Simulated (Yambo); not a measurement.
G0W0@PBEsol for TiO₂ (space group Pnma, No. 62) in Yambo. Reference settings: 1×4×2 Γ-centred k mesh, bands 5 to 276 and a 8 Ry block in the screening, 276 bands in G with the Bruneval-Gonze terminator, plasmon pole fitted at 27.2 eV. The PBEsol gap Γ → (0, 0.25, 0) on this mesh is 2.53 eV; G0W0 gaps are taken between the same points.

With and without the terminator, as bands are cut:

| bands in G (in W) | gap, terminator (eV) | gap, none (eV) | valence shift, terminator (eV) | valence shift, none (eV) |
|---|---|---|---|---|
| 116 (276) | 4.014 | 4.114 | -0.188 | 0.474 |
| 184 (276) | 4.046 | 4.167 | -0.210 | 0.170 |
| 276 (276) | 4.060 | 4.157 | -0.208 | 0.003 |

Over this range the gap spans 0.046 eV with the terminator and 0.053 eV without, the valence shift 0.022 eV and 0.471 eV. Neither column has reached its limit for certain.

Geometry of the Materials Project entry, not relaxed at this level; primitive cell a = 9.460 Å, b = 2.966 Å, c = 4.881 Å, α = 90.00°, β = 90.00°, γ = 90.00°.

This is not the ordinary phase of the substance.

A shift is the quasiparticle energy of the state minus its PBEsol energy.
